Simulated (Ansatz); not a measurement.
Sr2HN in space group R-3m (No. 166; Sr on 6c, H on 3a, N on 3b), DFT-PBEsol in the program Ansatz with PAW potentials. The conduction-band minimum lies at L, with 3 equivalent valleys. Second derivatives d²E/dk² of the lowest band at one valley (eV·Å²), along Cartesian directions:

```
direction  d²E/dk²
---------  -------
[100]        7.594
[010]        18.00
[001]        11.10
[110]        12.80
[101]        9.347
[011]        17.31
```

Question: Find the principal effective masses, the density-of-states mass and the conductivity mass.

Answer: Off-diagonal terms follow from H_xy = H[110] − (H_xx + H_yy)/2, and m*/mₑ = 7.620 eV·Å² over each eigenvalue: 0.40, 0.75, 1.0. One valley's DOS mass (m₁m₂m₃)^(1/3) = 0.67, conductivity mass 3/(Σ 1/mᵢ) = 0.62 mₑ.

Question: What effective density of states Nc follows at 300 K for parabolic valleys?

Answer: Nc = 2.509e19 × 3 × (0.67)^(3/2) ≈ 4.1e19 cm⁻³.

The first step of the workflow began from a Materials Project structure, measured or hypothetical; the Crystallography Open Database copy checked does not list it. Its standing as an ambient phase is unchecked. Symmetry was held in the PBEsol relaxation; whether a distortion lowers the energy is not shown. Scalar-relativistic: spin–orbit coupling is off unless named, which matters more the heavier the elements.

Potentials: the later of the program's two PAW sets.

Edges and masses are those of Kohn–Sham bands, whose gap is no quasiparticle gap.
